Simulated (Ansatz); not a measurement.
PtSe2:
```yaml
crystal:
  lattice:
    - [3.71712, 0.00000, 0.00000]
    - [-1.85856, 3.21912, 0.00000]
    - [0.00000, 0.00000, 5.82925]
  atoms:
    - { symbol: Pt, position: [0.00000, 0.00000, 0.00000] }
    - { symbol: Se, position: [0.66667, 0.33333, 0.77503] }
    - { symbol: Se, position: [0.33333, 0.66667, 0.22497] }
```

Relaxed with r²SCAN. Special points in fractions of this cell's reciprocal vectors: Γ (0.000, 0.000, 0.000); M (0.500, 0.000, 0.000); K (0.333, 0.333, 0.000); A (0.000, 0.000, 0.500); L (0.500, 0.000, 0.500); H (0.333, 0.333, 0.500).

Task: List the band energies nearest the valence-band maximum at these points for r²SCAN (plane waves, PAW; program Ansatz).

Result: In eV from the valence-band maximum; about four levels below and three above (degenerate sets whole), none deeper than 8.9 eV; points with the same levels are listed once.

```json
[
 {"k": "Γ", "below": "-2.22 -0.62 -0.62 -0.05", "above": "2.38 2.38 4.82"},
 {"k": "M", "below": "-3.02 -2.70 -2.64 -2.60", "above": "1.59 2.50 5.01"},
 {"k": "K", "below": "-3.35 -2.73 -1.53 -1.53", "above": "0.87 0.87 5.04"},
 {"k": "A", "below": "-2.16 -1.56 -0.74 -0.74", "above": "2.64 2.64 5.58"},
 {"k": "L", "below": "-3.12 -3.12 -2.78 -2.44 -1.53", "above": "2.01 2.12 4.59"},
 {"k": "H", "below": "-3.33 -3.25 -1.90 -1.90", "above": "1.90 1.90 6.77"}
]
```

Space group P-3m1 (CdI2 type). The r²SCAN relaxation kept the symmetry of its start. No spin polarisation was allowed. A crystal of weakly bound layers computed without a dispersion correction: the cell and the soft elastic constants depend strongly on that. Spin–orbit coupling is left out wherever it is not named.

Potentials: the later of the program's two PAW sets.
